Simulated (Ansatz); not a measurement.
Relaxation of a relaxed Cr cell, doubled along one cell vector, shaken by Gaussian noise of σ = 0.08 Å a coordinate; 2 atoms in the cell, which starts as P-1 (No. 2), aP2; a = 2.4503 Å, b = 2.4503 Å, c = 4.0013 Å, α = 90.00°, β = 90.00°, γ = 109.47°. Level of theory: r2SCAN (plane waves to 500 eV, PAW, scalar-relativistic; Ansatz, an electronic-structure program). Γ-centred k-mesh 16×8×16 on the run's cell (coarser than for final values), Fermi–Dirac smearing 0.05 eV. This is the first round of the run. 

The optimiser's lines from the output (shortened; P is positive under compression):

```
relax step   1: F+E_penalty+E_count = -6764.40502287 eV  Δ(F+E_penalty+E_count) = +0.000e0 eV  max|allowed force component| = 2.516e0 eV/Å  Δτ_max = 0.0000 Å  P = +5.191 GPa  Ω = 22.649 Å³  (7 SCF iters, dr2 threshold 1.00e-7 eV, accepted)
relax step   2: F+E_penalty+E_count = -6764.86087817 eV  Δ(F+E_penalty+E_count) = -4.559e-1 eV  max|allowed force component| = 5.898e-1 eV/Å  Δτ_max = 0.1626 Å  P = -0.646 GPa  Ω = 22.755 Å³  (8 SCF iters, dr2 threshold 2.00e-7 eV, accepted)
relax step   3: F+E_penalty+E_count = -6764.90334086 eV  Δ(F+E_penalty+E_count) = -4.246e-2 eV  max|allowed force component| = 1.700e-1 eV/Å  Δτ_max = 0.0249 Å  P = +0.505 GPa  Ω = 22.622 Å³  (7 SCF iters, dr2 threshold 2.00e-7 eV, accepted)
relax step   4: F+E_penalty+E_count = -6764.91333272 eV  Δ(F+E_penalty+E_count) = -9.992e-3 eV  max|allowed force component| = 3.349e-3 eV/Å  Δτ_max = 0.0120 Å  P = +0.621 GPa  Ω = 22.602 Å³  (6 SCF iters, dr2 threshold 2.00e-7 eV, accepted)
relax step   5: F+E_penalty+E_count = -6764.91511860 eV  Δ(F+E_penalty+E_count) = -1.786e-3 eV  max|allowed force component| = 3.876e-4 eV/Å  Δτ_max = 0.0002 Å  P = -0.136 GPa  Ω = 22.661 Å³  (5 SCF iters, dr2 threshold 2.00e-7 eV, accepted)
relax step   6: F+E_penalty+E_count = -6764.91513538 eV  Δ(F+E_penalty+E_count) = -1.677e-5 eV  max|allowed force component| = 5.293e-5 eV/Å  Δτ_max = 0.0000 Å  P = +0.006 GPa  Ω = 22.650 Å³  (3 SCF iters, dr2 threshold 1.41e-7 eV, accepted)
relax step   7: F+E_penalty+E_count = -6764.91513541 eV  Δ(F+E_penalty+E_count) = -3.112e-8 eV  max|allowed force component| = 5.446e-5 eV/Å  Δτ_max = 0.0000 Å  P = +0.007 GPa  Ω = 22.650 Å³  stress off target by 1.17e-2 GPa  SCF on the basis re-selected at this cell (its energy is not comparable with the rows above)  (6 SCF iters)
```

From the first to the last row the energy changes by -0.26 eV/atom and the volume by 0.0 %. The last row is marked as not comparable with the walk above it, whose basis was carried along; it does compare with step 1, since both stand on a basis selected at the nominal cutoff for their own cell.

Later rounds, restarted from the end of this one on a renewed k-mesh, logged 2 more steps and released under 0.01 eV/atom more. The final structure after all rounds: Im-3m (No. 229), cI2, bcc (W type); a = b = c = 2.829 Å, α = β = γ = 90.00°. Between re-selections the logged energies stand on a plane-wave basis carried along with the cell. No spin polarisation in the result. A magnetic state may lie lower.

The run could not lose the symmetry of its start.
